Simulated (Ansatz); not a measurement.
Mo3S4 in space group R-3 (No. 148; Mo on 18f, S on 18f, S on 6c), DFT-PBEsol in the program Ansatz with PAW potentials, all energies at zero smearing, with the estimated change up to a 700 eV cutoff added, with one set of potentials and settings (totals compare only within such a set). Cell of 14 atoms (6 Mo, 8 S): -36474.747 eV.

| element | reference phase | E (eV/atom) |
|---|---|---|
| Mo | Im-3m, 1 atoms in the cell | -4897.4695 |
| S | Fddd, 32 atoms in the cell | -884.8920 |

Formation energy per atom, worked out: (-36474.747 − 6×(-4897.4695) − 8×(-884.8920))/14 = -0.771 eV/atom (-74 kJ per mol of atoms), at 0 K, without zero-point energy or fitted corrections.

The first step of the workflow began from a Materials Project structure, measured or hypothetical; the Crystallography Open Database files this formula in space group No. 148, but the cells were not matched. Its standing as an ambient phase is unchecked. The cell was relaxed with PBEsol under the symmetry of its start; its stability against distortions is not shown here. No spin polarisation was allowed. The references are the lowest solids computed at this level, not always the standard phases.

Potentials: the later of the program's two PAW sets.
